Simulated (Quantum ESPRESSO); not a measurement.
# Kohn-Sham bands of Te (R-3m)

```
Te
1.0
    2.30591     1.33131     1.69095
   -2.30591     1.33131     1.69095
    0.00000    -2.66263     1.69095
Te
1
Direct
  0.50000   0.50000   0.50000
```

Structure: Materials Project mp-1178932, symmetrised, not relaxed again. Not found in the COD (Crystallography Open Database) copy used, which has the formula in other groups; not checked further. Method: PBEsol plane waves in Quantum ESPRESSO 7.5 (PseudoDojo norm-conserving files, 66 Ry, no spin polarisation, no spin-orbit coupling), Bloch states on a 10×10×10 mesh through Γ, Wannier90 4.0.1. Density: 10×10×10 mesh, cold smearing 0.01 Ry. Spin-orbit coupling is left out although heavy elements are present.

### Question
List the Kohn-Sham levels between −8 and 3.0 eV relative to the Fermi level at the high-symmetry points, as a band run of pw.x on that density gives them (levels within 2 meV counted together).

### Answer
```tsv
point	k (reciprocal lattice)	levels (eV)
Γ	0.000 0.000 0.000	0.93, 1.39 (×2)
L	0.500 0.000 0.000	-6.37, 2.42, 2.75
T	0.500 -0.500 0.500	-3.46 (×2), -2.50
P_0	0.436 -0.564 0.436	-3.43 (×2), -2.47
P_2	0.436 0.436 0.436	-3.43 (×2), -2.47
F	0.500 -0.500 0.000	-5.03, -4.29, 1.87
```
